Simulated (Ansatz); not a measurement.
Al:
```
CELL_PARAMETERS angstrom
     -4.09406     4.09406     1.37678
      4.09406    -4.09406     1.37678
      4.09406     4.09406    -1.37678
ATOMIC_POSITIONS crystal
  Al 0.35256 0.85256 0.20512
  Al 0.64744 0.14744 0.79488
  Al 0.85256 0.64744 0.50000
  Al 0.14744 0.35256 0.50000
```

Relaxed with PBE in the plane-wave PAW code Ansatz. Indices refer to the conventional cell of I4/mcm, a = 8.1881 Å, b = 8.1881 Å, c = 2.7536 Å, α = 90.00°, β = 90.00°, γ = 90.00°.

### Question
Simulate the powder diffraction pattern (Cu Kα, λ = 1.54184 Å; lines above 1 %) up to 2θ = 90°.

### Answer
Simulated powder pattern, Cu Kα, λ = 1.54184 Å (kinematic, ideal powder, no thermal factors, no anomalous dispersion; the 30 strongest lines at most, above 1 %, up to 2θ = 90°):

| 2θ (°) | d (Å) | I/Imax (%) | hkl |
|---|---|---|---|
| 15.30 | 5.790 | 77 | (110) |
| 21.71 | 4.094 | 19 | (200) |
| 34.64 | 2.589 | 43 | (310) |
| 41.01 | 2.201 | 100 | (211) |
| 44.25 | 2.047 | 24 | (400) |
| 47.09 | 1.930 | 22 | (330) |
| 49.80 | 1.831 | 2.6 | (420) |
| 52.21 | 1.752 | 9.6 | (321) |
| 57.19 | 1.611 | 11 | (411) |
| 64.36 | 1.447 | 5.5 | (440) |
| 66.42 | 1.408 | 1.4 | (431) |
| 68.10 | 1.377 | 4.5 | (002) |
| 68.79 | 1.365 | 4.9 | (600) |
| 70.28 | 1.339 | 2.2 | (112) |
| 70.79 | 1.331 | 30 | (521) |
| 72.42 | 1.305 | 1.2 | (202) |
| 78.72 | 1.216 | 7.5 | (312) |
| 79.21 | 1.209 | 6.6 | (611) |
| 83.32 | 1.160 | 5.8 | (541) |
| 83.48 | 1.158 | 3.5 | (710)+(550) |
| 84.88 | 1.142 | 7.0 | (402) |
| 85.52 | 1.135 | 3.8 | (640) |
| 86.92 | 1.121 | 7.1 | (332) |
| 87.40 | 1.116 | 1.0 | (631) |

The start of the workflow was typed in or built on a structure type; neither database checked (COD, Materials Project) lists it. It is not the phase usual at ambient conditions (space group No. 225). Symmetry was held in the PBE relaxation; whether a distortion lowers the energy is not shown. Axis ratios of metals converge slowly with the k-mesh, so a and c are less sure than the volume.

Potentials: the later of the program's two PAW sets.
